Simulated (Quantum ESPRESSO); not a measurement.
Parts of the isotropic shielding in Al₂O₃, by PBE GIPAW on JTH datasets (Quantum ESPRESSO, modified build), 22.5 Ha, k-mesh 4×4×4 shifted:

```
CELL_PARAMETERS angstrom
      2.40251     1.38709     4.37208
     -2.40251     1.38709     4.37208
      0.00000    -2.77419     4.37208
ATOMIC_POSITIONS crystal
  Al 0.14485 0.14485 0.14485
  Al 0.85515 0.85515 0.85515
  Al 0.35515 0.35515 0.35515
  Al 0.64485 0.64485 0.64485
  O  0.94386 0.55614 0.25000
  O  0.05614 0.44386 0.75000
  O  0.25000 0.94386 0.55614
  O  0.75000 0.05614 0.44386
  O  0.55614 0.25000 0.94386
  O  0.44386 0.75000 0.05614
```
The cell was made here from a computed Materials Project entry: Al1 and its equivalents moved by 0.04 Å along (0.00, 0.00, -1.00), space group kept. The parent is Al2O3 in R-3c. Stability against distortions was not tested.

The core term is that of the free atom's frozen core; the paramagnetic column sums the reconstruction terms. Shieldings are absolute and leave out the bulk-susceptibility term; a larger σ means a smaller chemical shift. By our sweeps, such settings leave a few ppm in absolute σ. The datasets of Al hold no d projectors, which limits absolute σ on these atoms.

```csv
site,core,bare (smooth current),diamagnetic correction,paramagnetic corrections,σ_iso (ppm)
"Al (atoms 1, 2, 3, 4)",766.8,-20.6,2.2,…,…
"O (atoms 5, 6, 7, 8, 9, 10)",271.1,46.4,26.7,…,…
```

What belongs in the gaps?


- Al (atoms 1, 2, 3, 4), paramagnetic corrections: -215.4
- Al (atoms 1, 2, 3, 4), σ_iso (ppm): 532.9
- O (atoms 5, 6, 7, 8, 9, 10), paramagnetic corrections: -185.2
- O (atoms 5, 6, 7, 8, 9, 10), σ_iso (ppm): 158.9
